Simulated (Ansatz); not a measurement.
Fe: eigenvalues along the path

```xyz
2
Lattice="2.4585 0.0000 0.0000 -1.2292 2.1291 0.0000 0.0000 0.0000 3.8419" Properties=species:S:1:pos:R:3 pbc="T T T"
Fe    0.0000    1.4194    0.9605
Fe    1.2292    0.7097    2.8815
```

Atoms are numbered in the order listed.

Structure from Materials Project entry mp-136 (possibly hypothetical), not relaxed further. The listed cell was then made from it by scaling, straining or moving an atom.

Spin polarisation is left out, and whether a magnetic state lies lower isn't shown here.

Theory: DFT, PBEsol, all-electron LAPW, scalar-relativistic (Ansatz 0.2.0).

Numerical set-up: a Γ-centred 17×17×10 k mesh, Fermi–Dirac smearing of 0.08 eV, basis error target 0.25 meV/atom, no spin polarisation.

Path points, in fractions of the reciprocal vectors: Γ (0.000, 0.000, 0.000), M (0.500, 0.000, 0.000), K (0.333, 0.333, 0.000), A (0.000, 0.000, 0.500), L (0.500, 0.000, 0.500), H (0.333, 0.333, 0.500). Levels in eV from the Fermi level; bands 9 to 22, counted from the lowest band of the run. The gap is zero.

```
# k(1/Å) point b9 b10 b11 b12 b13 b14 b15 b16 b17 b18 b19 b20 b21 b22
0.000 Γ -9.14 -5.10 -1.72 -1.72 -1.50 -1.21 -1.21 -0.92 -0.92 0.57 0.74 0.74 9.02 21.24
0.295 - -8.77 -4.86 -2.09 -1.51 -1.34 -1.30 -1.18 -1.07 -1.03 -0.70 0.82 2.61 9.03 19.84
0.590 - -7.72 -4.35 -2.60 -2.50 -1.55 -1.39 -1.04 -0.92 -0.69 -0.53 0.95 4.83 9.10 15.90
0.885 - -6.28 -4.17 -3.47 -2.80 -1.74 -1.52 -1.28 -0.14 0.08 0.14 1.07 7.24 9.04 12.17
1.180 - -5.09 -4.43 -4.07 -2.52 -1.98 -1.47 -1.21 0.55 0.77 1.13 1.33 6.97 9.71 11.36
1.476 M -4.69 -4.61 -4.27 -2.21 -2.07 -1.53 -1.06 0.81 1.06 1.15 2.69 4.81 11.36 11.99
1.646 - -4.61 -4.53 -4.26 -2.33 -2.10 -1.56 -1.05 0.84 0.98 1.13 2.83 4.92 11.53 12.10
1.816 - -4.38 -4.32 -4.23 -2.62 -2.15 -1.64 -1.00 0.81 0.89 1.06 3.27 5.21 12.02 12.39
1.987 - -4.20 -4.07 -4.06 -2.96 -2.19 -1.77 -0.91 0.64 0.88 0.99 3.95 5.60 10.27 12.79
2.157 - -4.18 -3.83 -3.77 -3.27 -2.17 -1.93 -0.79 0.56 0.79 0.95 4.82 6.05 8.22 13.53
2.327 K -4.18 -3.69 -3.69 -3.40 -2.08 -2.08 -0.73 0.65 0.65 0.93 5.57 6.62 6.62 13.87
2.668 - -4.10 -4.06 -3.62 -3.57 -2.24 -1.70 -0.98 0.24 0.94 0.97 3.09 8.32 8.70 11.71
3.009 - -5.46 -3.71 -3.69 -3.43 -2.10 -1.42 -1.29 -0.26 0.44 1.00 1.14 8.52 9.49 11.98
3.350 - -7.28 -4.13 -2.86 -2.78 -1.68 -1.56 -0.98 -0.74 -0.61 -0.14 0.95 5.58 9.18 15.75
3.690 - -8.64 -4.79 -2.18 -1.44 -1.43 -1.35 -1.17 -1.15 -0.95 -0.75 0.83 2.94 9.04 19.56
4.031 Γ -9.14 -5.10 -1.72 -1.72 -1.50 -1.21 -1.21 -0.92 -0.92 0.57 0.74 0.74 9.02 21.24
4.195 - -9.02 -5.11 -1.77 -1.77 -1.54 -1.26 -1.26 -0.81 -0.81 0.19 0.75 0.75 9.59 21.17
4.358 - -8.68 -5.18 -1.87 -1.87 -1.66 -1.39 -1.39 -0.64 -0.55 -0.55 0.74 0.74 11.04 20.98
4.522 - -8.13 -5.40 -1.93 -1.93 -1.84 -1.56 -1.56 -1.47 -0.24 -0.24 0.68 0.68 12.97 20.59
4.685 - -7.43 -5.90 -2.01 -1.97 -1.93 -1.93 -1.73 -1.73 0.07 0.07 0.55 0.55 15.15 19.41
4.849 A -6.64 -6.64 -2.10 -2.10 -1.86 -1.86 -1.86 -1.86 0.35 0.35 0.35 0.35 17.38 17.38
5.144 - -6.33 -6.33 -2.43 -2.43 -1.77 -1.77 -1.70 -1.70 0.33 0.33 0.50 0.50 17.59 17.59
5.439 - -5.57 -5.57 -2.82 -2.82 -1.86 -1.86 -1.29 -1.29 0.32 0.32 0.89 0.89 17.57 17.57
5.734 - -4.98 -4.98 -2.99 -2.99 -1.56 -1.56 -0.89 -0.89 0.46 0.46 1.37 1.37 14.02 14.02
6.029 - -4.91 -4.91 -3.15 -3.15 -0.72 -0.72 -0.50 -0.50 0.79 0.79 1.96 1.96 10.78 10.78
6.324 L -4.94 -4.94 -3.23 -3.23 -0.70 -0.70 0.06 0.06 0.96 0.96 2.44 2.44 9.27 9.27
6.495 - -4.86 -4.86 -3.18 -3.18 -0.94 -0.94 -0.04 -0.04 0.91 0.91 2.87 2.87 9.29 9.29
6.665 - -4.62 -4.62 -3.06 -3.06 -1.48 -1.48 -0.27 -0.27 0.87 0.87 3.81 3.81 9.34 9.34
6.836 - -4.27 -4.27 -2.94 -2.94 -2.03 -2.03 -0.52 -0.52 0.84 0.84 4.95 4.95 9.38 9.38
7.006 - -3.85 -3.85 -3.06 -3.06 -2.30 -2.30 -0.68 -0.68 0.79 0.79 6.16 6.16 9.21 9.21
7.176 H -3.45 -3.45 -3.43 -3.43 -2.31 -2.31 -0.71 -0.71 0.75 0.75 6.94 6.94 8.76 8.76
7.517 - -4.09 -4.09 -2.85 -2.85 -2.30 -2.30 -0.80 -0.80 0.92 0.92 4.53 4.53 11.02 11.02
7.858 - -4.53 -4.53 -2.80 -2.80 -2.25 -2.25 -0.92 -0.92 0.93 0.93 2.07 2.07 14.21 14.21
8.199 - -5.28 -5.28 -2.88 -2.88 -2.03 -2.03 -1.12 -1.12 0.41 0.41 1.05 1.05 17.59 17.59
8.539 - -6.23 -6.23 -2.50 -2.50 -1.79 -1.79 -1.64 -1.64 0.32 0.32 0.55 0.55 17.66 17.66
8.880 A -6.64 -6.64 -2.10 -2.10 -1.86 -1.86 -1.86 -1.86 0.35 0.35 0.35 0.35 17.38 17.38
```
